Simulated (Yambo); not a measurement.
Yambo run on BaTe (rock salt, space group Fm-3m, No. 225). The wavefunctions are PBE (stringent potentials; pw.x of Quantum ESPRESSO, ONCV potentials, scalar-relativistic) ones on a 4×4×4 mesh (17 occupied bands); a = b = c = 4.907 Å, α = β = γ = 60.00°.

Yambo input:

```
rim_cut
gw0
dyson
el_el_corr
HF_and_locXC
ppa
em1d
RandQpts= 1000000
RandGvec= 1 Ry
EXXRLvcs= 106.6 Ry
VXCRLvcs= 426.4 Ry
Chimod= "HARTREE"
% BndsRnXp
 5 | 152 |
%
NGsBlkXp= 12 Ry
% LongDrXp
 1.0 | 1.0 | 1.0 |
%
PPAPntXp= 27.2114 eV
% GbndRnge
 1 | 152 |
%
GTermKind= "BG"
DysSolver= "n"
ExtendOut
% QPkrange
 1 | 1 | 17 | 17 |
 7 | 7 | 17 | 18 |
%
```

k points by index: 1 = Γ, 7 = X.

The o-*.qp file then holds:

```
#    K-point    Band    Eo [eV]    E [eV]    E-Eo [eV]    Vxc [eV]    Vnlxc [eV]    Sc|Eo [eV]    Sc|E [eV]    dSc/dw|Eo [eV]    Re(Z)    Im(Z)
#
    1    17    0.000000    -0.883533    -0.883533    -12.38554    -14.46086    0.976155    1.191786    -6.640430    0.803836    -0.001356
    7    17    -0.351410    -1.309101    -0.957690    -12.04459    -14.34354    1.106015    1.341264    -6.683632    0.802811    -0.001379
    7    18    1.548218    1.587620    0.039402    -7.757786    -4.263392    -3.446274    -3.454991    -6.001798    0.819292    -0.001398
```
(The two width columns are left out.) Convergence of these settings isn't established.

Spin-orbit coupling is not included.

Geometry relaxed with PBEsol.
